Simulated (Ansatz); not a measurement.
Relaxation of Sr

Level of theory: DFT PBEsol, scalar-relativistic, plane waves, PAW (Ansatz 0.2.0). Settings: 420 eV cutoff, 12×12×6 k-mesh, Gaussian smearing of 0.10 eV, no spin polarisation.

What was changed: relaxed at -2 GPa.

Command:

```bash
ansatz run input.yaml --threads 1 --pin off --max-ram 2560MiB --backend cpu --events-out ev --progress --plain --runs-dir out
```

Input:

```yaml
crystal:
  lattice:
    - [4.2214705243, 0.0, 0.0]
    - [-2.1107352622, 3.6559007154, 0.0]
    - [0.0, 0.0, 6.9226923485]
  atoms:
    - { symbol: Sr, position: [0.3333333333, 0.6666666667, 0.25] }
    - { symbol: Sr, position: [0.6666666667, 0.3333333333, 0.75] }
basis:
  ecutwfc: 420
kpoints:
  mp_grid: { grid: [12, 12, 6] }
hamiltonian:
  xc: pbesol
scf:
  occupations: { method: gaussian, width: 0.1 }
output:
  forces: true
  stress: true
  eigenvalues: true
relax:
  adjacent_minimum: "off"
  f_tol: 0.008
  max_steps: 50
  cell: { stress_tol: 0.08, p_target: -2.0 }
```

F is the free energy. Steps run on the plane waves of an earlier cell, but the last one, and at times one on the way, on a freshly chosen basis, so a repeated geometry can differ a little in energy. The relaxation lowers the enthalpy F + PV at the target pressure, so F itself can rise.

Steps:

```tsv
step	F − F(1) (eV)	largest force component (eV/Å)	V (Å³/atom)	P (GPa)
1	0.0000	0.000	53.420	-0.22
2	0.0184	0.000	56.309	-0.77
3	0.1463	0.000	64.014	-1.78
4	0.1919	0.000	65.969	-1.95
5	0.1915	0.000	65.969	-1.95
```

Relaxed structure:

```
CELL_PARAMETERS angstrom
4.52684 0.00000 0.00000
-2.26342 3.92036 0.00000
0.00000 0.00000 7.43444
ATOMIC_POSITIONS crystal
Sr 0.33333 0.66667 0.25000
Sr 0.66667 0.33333 0.75000
```

It takes space group P6_3/mmc (No. 194, hexagonal). Conventional cell: a = 4.527 Å, b = 4.527 Å, c = 7.434 Å, α = 90.00°, β = 90.00°, γ = 120.00°.

The run converged. The run took 40 s on 1 thread of Arm Neoverse V1, with other jobs on the host, peak memory 0.42 GiB.